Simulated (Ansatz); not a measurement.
CrF6 in space group R-3 (No. 148; Cr on 3a, F on 18f), r²SCAN+D4 (plane waves, PAW; program Ansatz). The conduction-band minimum lies at Γ, with 1 equivalent valley. Second derivatives d²E/dk² of the lowest band at one valley (eV·Å²), along Cartesian directions:

| direction | d²E/dk² |
|---|---|
| [100] | 2.077 |
| [010] | 2.077 |
| [001] | 2.041 |
| [110] | 2.077 |
| [101] | 2.060 |
| [011] | 2.059 |

**Question.** Find the principal effective masses, the density-of-states mass and the conductivity mass.

**Answer.** Off-diagonal terms follow from H_xy = H[110] − (H_xx + H_yy)/2, and m*/mₑ = 7.620 eV·Å² over each eigenvalue: 3.7, 3.7, 3.7. One valley's DOS mass (m₁m₂m₃)^(1/3) = 3.7, conductivity mass 3/(Σ 1/mᵢ) = 3.7 mₑ.

**Question.** What effective density of states Nc follows at 300 K for parabolic valleys?

**Answer.** Nc = 2.509e19 × 1 × (3.7)^(3/2) ≈ 1.8e20 cm⁻³.

The first step of the workflow began from a Materials Project structure, measured or hypothetical; the Crystallography Open Database copy checked does not list it. Its standing as an ambient phase is unchecked. The cell was relaxed with r²SCAN+D4 under the symmetry of its start; its stability against distortions is not shown here. The run is not spin-polarised. No Hubbard U is applied.

Potentials: the later of the program's two PAW sets.

Edges and masses are those of Kohn–Sham bands, whose gap is no quasiparticle gap.
